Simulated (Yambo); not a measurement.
Yambo run on TiO₂ (space group Pnma, No. 62). The wavefunctions are PBEsol (pw.x of Quantum ESPRESSO, ONCV potentials, no spin-orbit coupling) ones on a 1×4×2 mesh (48 occupied bands); a = 9.4596 Å, b = 2.9662 Å, c = 4.8806 Å, α = 90.00°, β = 90.00°, γ = 90.00°.

Yambo input:

```
gw0
dyson
el_el_corr
HF_and_locXC
ppa
em1d
EXXRLvcs= 84 Ry
VXCRLvcs= 336 Ry
Chimod= "HARTREE"
% BndsRnXp
 5 | 276 |
%
NGsBlkXp= 8 Ry
% LongDrXp
 1.0 | 1.0 | 1.0 |
%
PPAPntXp= 27.2114 eV
% GbndRnge
 1 | 276 |
%
GTermKind= "BG"
DysSolver= "n"
ExtendOut
% QPkrange
 1 | 1 | 48 | 49 |
 3 | 3 | 49 | 49 |
%
```

k points by index: 1 = Γ, 3 = (0, 0.25, 0).

Resulting energies as the program prints them:

```
#    K-point    Band    Eo [eV]    E [eV]    E-Eo [eV]    Vxc [eV]    Vnlxc [eV]    Sc|Eo [eV]    Sc|E [eV]    dSc/dw|Eo [eV]    Re(Z)    Im(Z)
#
    1    48    0.000000    -0.012272    -0.012272    -20.07141    -24.28237    4.194956    4.198683    -8.189990    0.768651    -0.001313
    1    49    2.649337    4.170863    1.521526    -20.23482    -12.19871    -6.066784    -6.514588    -8.007687    0.772629    -0.001573
    3    49    2.527472    3.990576    1.463104    -19.74664    -11.77856    -6.081201    -6.504979    -7.880622    0.775427    -0.001531
```
(The two width columns are left out.) Convergence of these settings isn't established.

Geometry of the Materials Project entry, not relaxed at this level.

This is not the ordinary phase of the substance.
